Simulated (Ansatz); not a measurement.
Data sheet: W$_{2}$N (DFT)

W2N:
```
W2N
1.0
    2.98439     0.00000     0.00000
    0.00000     2.98439     0.00000
    0.00000     0.00000     4.18712
W N
2 1
Direct
  0.00000   0.00000   0.00000
  0.50000   0.50000   0.50000
  0.50000   0.50000   0.00000
```

Space group P4/mmm (No. 123); conventional cell a = 2.984 Å, b = 2.984 Å, c = 4.187 Å, α = 90.00°, β = 90.00°, γ = 90.00°.

Method: the program Ansatz at the PBE level (PAW). Structure relaxed to zero pressure with the same functional. Other levels are named where they apply.

Cell and energy:

```yaml
volume_per_atom: 12.43 Å³
density: 17.00 g/cm³
Formation energy from the elements (no fitted shifts): 0.009 eV/atom
```

Electronic structure:

```yaml
electronic_character: metallic (no gap)
Density of states at the Fermi level: 0.54 states/eV per atom (mean over ±0.08 eV)
```

Mechanics:

```yaml
Bulk modulus (Birch–Murnaghan fit): 339 GPa
Pressure derivative B′: 4.5
```

A made-up cell: these elements were put on the sites of a structure type; neither database checked (COD, Materials Project) lists it. Whether it is the stable phase at ambient conditions was not checked. Symmetry was held in the PBE relaxation; whether a distortion lowers the energy is not shown. No spin polarisation was allowed. With an odd number of electrons in the cell and no spin polarisation, the count alone makes it a metal. The references are the lowest solids computed at this level, not always the standard phases (solids in place of the gases). Scalar-relativistic: spin–orbit coupling is off unless named, which matters more the heavier the elements.

Potentials: the later of the program's two PAW sets.
